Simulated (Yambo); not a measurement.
G0W0@PBEsol for KPSO$_{3}$H$_{2}$ (space group Cm, No. 8) in Yambo (2×2×2 mesh, 7 Ry block, plasmon pole, screening fixed), without a terminator:

| bands N in G | gap (0, 0, -0.5) → Γ (eV) | shift of the valence edge (eV) |
|---|---|---|
| 65 | 7.022 | -1.221 |
| 110 | 7.074 | -1.494 |
| 171 | 7.120 | -1.624 |

### Question
Extrapolate both columns to infinite N with E(N) = E∞ + A/N, test the form, and compare with the terminator.

### Answer
From two points, E∞ = (N2 E2 − N1 E1)/(N2 − N1). The two largest N give 7.20 eV for the gap and -1.86 eV for the shift; the two smallest give 7.15 eV and -1.89 eV. For the gap the slopes A are -8.3 and -14 eV: the form isn't reached, and its limit is uncertain. For the shift the slopes A are 43 and 40 eV: the 1/N form holds. With the Bruneval-Gonze terminator and 171 bands the run gives 7.13 eV and -1.74 eV, 0.08 eV and 0.12 eV from the extrapolated values: the terminator too is an estimate of the remainder. Block, mesh and the bands in W are held fixed.

Geometry of the Materials Project entry, not relaxed at this level; primitive cell a = b = 4.582 Å, c = 6.017 Å, α = β = 103.05°, γ = 88.15°.

A shift is the quasiparticle energy of the state minus its PBEsol energy.
